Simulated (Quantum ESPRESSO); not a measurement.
# InAl2GaP4: a curve over one atom's position

Computed values, not a measurement. The program is pw.x of Quantum ESPRESSO 7.5 (plane-wave density functional theory). The cell is made up: 8 atoms on a zincblende/diamond lattice, with randomly drawn elements, strain and displacements, not relaxed. PseudoDojo standard norm-conserving files (v0.5 for PBE, v0.4.1 for LDA and PBEsol) set the functional; there is no spin polarisation, spin-orbit coupling or dispersion term, and the masses in the input are unused placeholders.

Seven runs move atom 3 (Ga, counted in the order of the input) along x and keep all else fixed.

Input of the run at +0.0208:

```
&control calculation='scf', pseudo_dir='./dojo.nc.sr.pbe.v0_5.standard.upf', outdir='./o', disk_io='medium', tprnfor=.true., tstress=.true. /
&system ibrav=0, nat=8, ntyp=4, nbnd=32, ecutwfc=79.96652505, nosym=.true., tot_charge=0,
 occupations='smearing', smearing='fd', degauss=0.0018374661
/
&electrons conv_thr=7.350e-09, electron_maxstep=60, /
ATOMIC_SPECIES
Al 1.0 Al.upf
Ga 1.0 Ga.upf
In 1.0 In.upf
P 1.0 P.upf
CELL_PARAMETERS angstrom
5.68 -0.0715 -0.0717
-0.0715 5.6052 0.076
-0.0717 0.076 5.7076
ATOMIC_POSITIONS angstrom
In -0.0229 0.0148 0.0486
Al -0.0234 2.9144 2.8882
Ga 2.9314 0.0043 2.8732
Al 2.8567 2.8179 -0.0105
P 1.4017 1.4457 1.4229
P 1.2928 4.2244 4.3254
P 4.2496 1.4752 4.2812
P 4.2003 4.1623 1.4661
K_POINTS automatic
4 4 4 1 1 1
```

```
shift of atom 3 along x (Å)  free energy less that of the input shown (eV)  Fx on atom 3 (eV/Å)  Fy on atom 3 (eV/Å)  Fz on atom 3 (eV/Å)  pressure (GPa)  iterations
                    -0.0748                                        -0.0442               -0.112                0.311               -0.181           -0.79          10
                    -0.0679                                        -0.0432               -0.163                0.305               -0.181           -0.80          10
                    -0.0556                                        -0.0406               -0.253                0.296               -0.181           -0.80          10
                    -0.0447                                        -0.0375               -0.333                0.287               -0.180           -0.80          10
                    +0.0208                                         0.0000               -0.808                0.236               -0.183           -0.78          10
                    +0.0541                                         0.0309               -1.045                0.211               -0.186           -0.75          10
```

Question: one run is left out of the table, at +0.0342. Estimate its Fx on atom 3 (eV/Å).

Answer: -0.904. The whole row:

| shift of atom 3 along x (Å) | free energy less that of the input shown (eV) | Fx on atom 3 (eV/Å) | Fy on atom 3 (eV/Å) | Fz on atom 3 (eV/Å) | pressure (GPa) | iterations |
| --- | --- | --- | --- | --- | --- | --- |
| +0.0342 | 0.0115 | -0.904 | 0.226 | -0.184 | -0.77 | 10 |

A cubic fit gives dFx/dx = -7.23 eV/Å² at zero shift. Across the table the free energy follows the integral of the force to within 0.1 meV. A rerun of one of the cells at 1377 eV and a 6 x 6 x 6 mesh moved values by no more than 0.006 eV in energy, 0.02 GPa in stress and 0.002 eV/Å in force.